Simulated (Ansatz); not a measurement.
Input and command of a plane-wave DFT calculation in Ansatz:

```yaml
crystal:
  lattice:
    - [2.6122489041, 1.5081826079, 4.7546852885]
    - [-2.6122489041, 1.5081826079, 4.7546852885]
    - [0.0, -3.016365216, 4.7546852885]
  atoms:
    - { symbol: Zr, position: [0.85218, 0.85218, 0.85218] }
    - { symbol: Zr, position: [0.64782, 0.64782, 0.64782] }
    - { symbol: Zr, position: [0.14782, 0.14782, 0.14782] }
    - { symbol: Zr, position: [0.35218, 0.35218, 0.35218] }
    - { symbol: C, position: [0.05625, 0.44375, 0.75] }
    - { symbol: C, position: [0.75, 0.05625, 0.44375] }
    - { symbol: C, position: [0.44375, 0.75, 0.05625] }
    - { symbol: C, position: [0.94375, 0.55625, 0.25] }
    - { symbol: C, position: [0.25, 0.94375, 0.55625] }
    - { symbol: C, position: [0.55625, 0.25, 0.94375] }
basis:
  ecutwfc: 420
kpoints:
  mp_grid: { grid: [6, 6, 6] }
hamiltonian:
  xc: pbe
scf:
  occupations: { method: gaussian, width: 0.1 }
  lower_state_search: "off"
output:
  forces: true
  stress: true
  eigenvalues: true
relax:
  adjacent_minimum: "off"
  f_tol: 0.04
  max_steps: 70
  cell: { stress_tol: 0.4 }
```

```bash
ansatz run input.yaml --threads 1 --pin off --max-ram 2560MiB --backend cpu --events-out ev --progress --plain --runs-dir out
```

Processor: Arm Neoverse V1, 1 thread, on a host shared with other jobs.

Task: How long does it run, and how much memory does it take?

Result: About 2.2 min on 1 thread of Arm Neoverse V1, on a shared host, peak memory 0.48 GiB. It solves 46 bands at 32 k points (the mesh reduced by the symmetry that the task leaves, which can be less than the crystal's) with about 2795 plane waves (on the last cell), in 57 SCF iterations over 9 ionic steps.
